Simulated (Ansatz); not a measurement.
BPt2:
Space group P6₃/mmc (No. 194); a = b = 2.9242 Å, c = 10.3539 Å, α = β = 90.00°, γ = 120.00°

| atom | site | symmetry | x | y | z |
|---|---|---|---|---|---|
| B | 2c | -6m2 | 0.3333 | 0.6667 | 0.2500 |
| Pt | 4f | 3m. | 0.6667 | 0.3333 | 0.1161 |

Relaxed with r²SCAN.

Problem. Which orbitals make up the states near the Fermi level in r²SCAN in the plane-wave PAW code Ansatz?

Solution. Within 0.5 eV of the Fermi level: Pt 5d 61 %, B 2p 22 %, Pt 6s 8 %. Projections are on Löwdin-orthogonalised atomic valence shells; empty p or d shells of many metals are not among them.

Problem. Tabulate the density of states.

Solution. States/eV per cell of 6 atoms, in 0.25 eV bins, energy from the Fermi level.

| E (eV) | total | Pt 5d | B 2p | Pt 6s |
|---|---|---|---|---|
| -7.85 | 1.62 | 0.73 | 0.51 | 0.32 |
| -7.60 | 2.23 | 1.08 | 0.69 | 0.39 |
| -7.35 | 3.88 | 2.02 | 1.17 | 0.55 |
| -7.10 | 4.50 | 2.52 | 1.24 | 0.58 |
| -6.85 | 3.30 | 2.14 | 0.76 | 0.31 |
| -6.60 | 4.60 | 3.08 | 1.09 | 0.35 |
| -6.35 | 5.12 | 3.48 | 1.21 | 0.32 |
| -6.10 | 4.98 | 3.72 | 0.94 | 0.21 |
| -5.85 | 6.51 | 5.28 | 0.88 | 0.21 |
| -5.60 | 3.78 | 3.19 | 0.30 | 0.19 |
| -5.35 | 3.51 | 3.04 | 0.27 | 0.15 |
| -5.10 | 5.70 | 4.99 | 0.45 | 0.19 |
| -4.85 | 8.61 | 7.58 | 0.67 | 0.25 |
| -4.60 | 6.89 | 5.90 | 0.68 | 0.23 |
| -4.35 | 9.53 | 8.24 | 0.79 | 0.29 |
| -4.10 | 8.95 | 7.95 | 0.44 | 0.34 |
| -3.85 | 7.21 | 6.24 | 0.44 | 0.27 |
| -3.60 | 7.14 | 6.11 | 0.43 | 0.32 |
| -3.35 | 5.95 | 5.05 | 0.33 | 0.28 |
| -3.10 | 6.50 | 5.72 | 0.31 | 0.21 |
| -2.85 | 6.43 | 5.84 | 0.30 | 0.16 |
| -2.60 | 4.69 | 4.18 | 0.29 | 0.12 |
| -2.35 | 4.04 | 3.58 | 0.26 | 0.11 |
| -2.10 | 4.40 | 4.00 | 0.22 | 0.09 |
| -1.85 | 3.94 | 3.57 | 0.19 | 0.10 |
| -1.60 | 4.05 | 3.66 | 0.17 | 0.12 |
| -1.35 | 6.60 | 6.09 | 0.21 | 0.19 |
| -1.10 | 6.70 | 6.14 | 0.24 | 0.19 |
| -0.85 | 5.40 | 4.82 | 0.25 | 0.17 |
| -0.60 | 3.19 | 2.59 | 0.26 | 0.17 |
| -0.35 | 2.87 | 1.91 | 0.51 | 0.25 |
| -0.10 | 3.82 | 2.44 | 0.80 | 0.31 |
| 0.15 | 2.43 | 1.35 | 0.64 | 0.19 |
| 0.40 | 2.08 | 1.06 | 0.61 | 0.18 |
| 0.65 | 1.01 | 0.50 | 0.27 | 0.12 |
| 0.90 | 0.82 | 0.40 | 0.19 | 0.10 |
| 1.15 | 1.02 | 0.48 | 0.22 | 0.14 |
| 1.40 | 1.26 | 0.58 | 0.30 | 0.17 |
| 1.65 | 1.51 | 0.65 | 0.38 | 0.19 |
| 1.90 | 1.81 | 0.74 | 0.50 | 0.21 |
| 2.15 | 1.79 | 0.68 | 0.54 | 0.20 |
| 2.40 | 1.91 | 0.69 | 0.60 | 0.21 |
| 2.65 | 1.77 | 0.60 | 0.61 | 0.16 |
| 2.90 | 1.73 | 0.56 | 0.61 | 0.15 |
| 3.15 | 1.25 | 0.38 | 0.46 | 0.13 |
| 3.40 | 1.23 | 0.35 | 0.50 | 0.11 |
| 3.65 | 1.51 | 0.42 | 0.64 | 0.13 |
| 3.90 | 1.48 | 0.40 | 0.68 | 0.11 |
| 4.15 | 1.44 | 0.38 | 0.73 | 0.07 |
| 4.40 | 1.50 | 0.39 | 0.79 | 0.05 |
| 4.65 | 1.63 | 0.41 | 0.82 | 0.07 |

Space group P6_3/mmc. The first step of the workflow began from a Materials Project structure, measured or hypothetical; the Crystallography Open Database copy checked does not list it. Whether it is the stable phase at ambient conditions was not checked. The r²SCAN relaxation kept the symmetry of its start; whether a distortion lowers the energy is not shown. The run is not spin-polarised. Spin–orbit coupling is left out wherever it is not named.

Potentials: the later of the program's two PAW sets.
